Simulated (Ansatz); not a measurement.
**What DFT gives for ZrBi₂**

```xyz
12
Lattice="6.2408 0.0000 0.0000 -3.1204 5.4047 0.0000 0.0000 0.0000 9.8338" Properties=species:S:1:pos:R:3 pbc="T T T"
Bi    0.0000    0.0000    0.0000
Bi    0.0000    0.0000    4.9169
Zr   -0.0003    3.6033    0.6195
Zr    3.1201    1.8014    5.5364
Zr   -0.0003    3.6033    4.2974
Zr    3.1204    1.8019    9.2143
Bi    3.1204    3.5995    2.4585
Bi   -1.5571    4.5021    7.3754
Bi    1.5633    0.9026    2.4585
Bi    0.0000    1.8052    7.3754
Bi    4.6774    0.9026    2.4585
Bi    1.5571    4.5021    7.3754
```

Single point in Ansatz 0.2.0 with r2SCAN, no spin polarisation. Cutoff 500 eV, PAW datasets, 6×6×4 Γ-centred k mesh, fermi-dirac filling (width 0.1 eV).

Q: How is the charge shared?

A: Bader charges in e: Zr +0.74, Bi -0.39 to -0.31. In the mean Zr gives up most and Bi takes most.

Q: Metal or insulator?

A: It is a metal, with about 11 states/eV a cell as the mean within 0.25 eV of the Fermi level, mostly Zr d (64 %) and Bi p (23 %).

Q: What do density and ELF say about some of the short contacts?

A: Bi–Bi at 3.05 Å: least valence density 0.25 e/Å³ and ELF 0.29 there. Zr–Bi at 3.56 Å: least valence density 0.11 e/Å³ and ELF 0.16 there. Zr–Zr at 3.68 Å: least valence density 0.14 e/Å³ and ELF 0.63 there. Both are smooth PAW fields, read partly inside the augmentation spheres.

Q: What is the formation energy?

A: 0.60 eV an atom against the elements' usual phases (free molecules for gases, crystals otherwise, with no correction for O₂ or N₂), so at this geometry it isn't bound against them. Relaxing would lower it.

Origin: a known structure type with other elements, at an estimated volume, so it need not be a known compound. Caveats: atoms or cell far from equilibrium.
